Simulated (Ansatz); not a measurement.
InSe:
```
InSe
1.0
    4.02826     0.00000     0.00000
   -2.01413     3.48858     0.00000
    0.00000     0.00000    16.98939
In Se
4 4
Direct
  0.00000   0.00000   0.58208
  0.00000   0.00000   0.41792
  0.33333   0.66667   0.91792
  0.33333   0.66667   0.08208
  0.66667   0.33333   0.84365
  0.66667   0.33333   0.15635
  0.33333   0.66667   0.65634
  0.33333   0.66667   0.34366
```

DFT-r²SCAN+D4 in the program Ansatz with PAW potentials gives a gap of 0.85 eV without spin–orbit coupling, maximum at Γ, minimum at Γ.

**Question.** What happens when spin–orbit coupling is switched on?

**Answer.** The gap drops by 0.02 eV, to 0.83 eV; maximum at Γ, minimum at Γ.

**Question.** Give the electron effective mass with spin–orbit coupling.

**Answer.** 0.092, 0.14, 0.14 mₑ (principal values).

**Question.** Give the hole effective mass with spin–orbit coupling.

**Answer.** 0.085, 1.2, 1.2 mₑ (principal values).

Space group P-6m2. The first step of the workflow began from a Materials Project structure, measured or hypothetical; the Crystallography Open Database copy checked does not list it. It is not the phase usual at ambient conditions (space group No. 194). The cell was relaxed with r²SCAN+D4 under the symmetry of its start; whether a distortion lowers the energy is not shown.

Potentials: the later of the program's two PAW sets.
